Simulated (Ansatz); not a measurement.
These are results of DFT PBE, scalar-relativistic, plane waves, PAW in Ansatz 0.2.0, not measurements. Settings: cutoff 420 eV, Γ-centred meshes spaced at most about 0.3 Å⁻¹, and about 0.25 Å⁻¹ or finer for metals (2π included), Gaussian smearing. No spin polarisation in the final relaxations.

These are static total energies at zero pressure. All come from trial cells, and lower structures may exist.

Problem. Which of these relaxed structures of Ga₄TeAs is the lowest in energy?
A.

```
Ga Te As
1.0
     0.00000    4.03530    4.03530
     4.03530    0.00000    4.03530
     4.03530    4.03530    0.00000
Ga Te As
4 1 1
Direct
  0.62473 0.62473 0.12581
  0.62473 0.12581 0.62473
  0.12581 0.62473 0.62473
  0.62473 0.62473 0.62473
  0.00000 0.00000 0.00000
  0.25000 0.25000 0.25000
```

B.

```
Ga Te As
1.0
     4.97221    0.00000    0.00000
     0.00000    4.97221    0.00000
     0.00000    0.00000    7.89530
Ga Te As
4 1 1
Cartesian
  2.4861 0.0000 0.0000
  0.0000 2.4861 0.0000
  0.0000 0.0000 2.7107
  0.0000 0.0000 5.1846
  2.4861 2.4861 3.9476
  0.0000 0.0000 0.0000
```

C.

```
Ga Te As
1.0
     3.80026    0.00000    0.00000
     0.00000    3.80026    0.00000
     0.00000    0.00000    9.01560
Ga Te As
4 1 1
Cartesian
  0.0000 0.0000 6.1445
  1.9001 1.9001 1.3465
  1.9001 1.9001 7.6691
  0.0000 0.0000 2.8711
  1.9001 1.9001 4.5078
  0.0000 0.0000 0.0000
```

Solution. C. It has space group P4/mmm (No. 123); the next, A, with space group F-43m (No. 216), lies 130 meV/atom higher. The shortest distance is 2.69 Å (Ga–Ga) in the lowest and 2.85 Å (Ga–Ga) in the next. Even the lowest lies +0.08 eV/atom against the elements.

These runs have no spin–orbit coupling, which can matter for Te. In P4/mmm at 21.7 Å³/atom, F-43m, P4/mmm at 32.5 Å³/atom an odd number of electrons in the primitive cell allows no gap without spin; a larger cell or a magnetic state could open one. A magnetic state wasn't ruled out in cells without spin, among them P4/mmm at 21.7 Å³/atom, F-43m, P4/mmm at 32.5 Å³/atom. Cells relaxed within their symmetry can be saddle points. Some candidate types were left out of the draw beforehand, so a known form may be missing.
